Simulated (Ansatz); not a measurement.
A relaxation computed with Ansatz, from input to last step.

```yaml
crystal:
  lattice:
    - [3.134855878, 0.0, 0.0]
    - [-1.567427939, 2.7148648276, 0.0]
    - [0.0, 0.0, 5.1206732839]
  atoms:
    - { symbol: Sb, position: [0.3333333333, 0.6666666667, 0.25] }
    - { symbol: Sb, position: [0.6666666667, 0.3333333333, 0.75] }
basis:
  ecutwfc: 500
kpoints:
  mp_grid: { grid: [18, 18, 8] }
hamiltonian:
  xc: r2scan
scf:
  occupations: { method: gaussian, width: 0.1 }
output:
  forces: true
  stress: true
  eigenvalues: true
relax:
  adjacent_minimum: "off"
  f_tol: 0.008
  max_steps: 50
  cell: { stress_tol: 0.08, p_target: 25.0 }
```

```bash
ansatz run input.yaml --threads 1 --pin off --max-ram 2560MiB --backend cpu --events-out ev --progress --plain --runs-dir out
```

The calculation used DFT r2SCAN, scalar-relativistic, plane waves, PAW in Ansatz 0.2.0.

Of 5 frames 4 are shown, positions in Å and forces in eV/Å; the SCF threshold varies from step to step. Steps run on the plane waves of an earlier cell, with a Pulay correction in the pressure. The basis is chosen afresh for the last frame, the zero of the energies, and at times for earlier ones too; energy and pressure can step there, also at an unchanged geometry. Where two frames share a geometry here, they differ by under 2 meV/atom and 0.3 GPa. The relaxation lowers the enthalpy F + PV at the target pressure, so the free energy itself can rise. The mark taken_back stands on steps that the optimiser undid.

```xyz
2
Lattice="3.1349 0.0000 0.0000 -1.5674 2.7149 0.0000 0.0000 0.0000 5.1207" Properties=species:S:1:pos:R:3:forces:R:3 pbc="T T T" step=1 free_energy_over_end_meV_per_atom=-53.66 pressure_GPa=22.34
Sb    0.0000    1.8099    1.2802    0.0000    0.0000    0.0000
Sb    1.5674    0.9050    3.8405    0.0000    0.0000    0.0000
2
Lattice="3.0696 0.0000 0.0000 -1.5348 2.6583 0.0000 0.0000 0.0000 5.0322" Properties=species:S:1:pos:R:3:forces:R:3 pbc="T T T" step=2 free_energy_over_end_meV_per_atom=159.99 pressure_GPa=32.48 taken_back
Sb    0.0000    1.7722    1.2581    0.0000    0.0000    0.0000
Sb    1.5348    0.8861    3.7742    0.0000    0.0000    0.0000
2
Lattice="3.1172 0.0000 0.0000 -1.5586 2.6996 0.0000 0.0000 0.0000 5.0969" Properties=species:S:1:pos:R:3:forces:R:3 pbc="T T T" step=3 free_energy_over_end_meV_per_atom=-2.99 pressure_GPa=24.86
Sb    0.0000    1.7997    1.2742    0.0000    0.0000    0.0000
Sb    1.5586    0.8999    3.8227    0.0000    0.0000    0.0000
2
Lattice="3.1162 0.0000 0.0000 -1.5581 2.6987 0.0000 0.0000 0.0000 5.0959" Properties=species:S:1:pos:R:3:forces:R:3 pbc="T T T" step=5 free_energy_over_end_meV_per_atom=0.00 pressure_GPa=25.00
Sb    0.0000    1.7991    1.2740    0.0000    0.0000    0.0000
Sb    1.5581    0.8996    3.8219    0.0000    0.0000    0.0000
```

Time: 73 s on 1 thread of Arm Neoverse V2 (shared host), peak memory 0.54 GiB.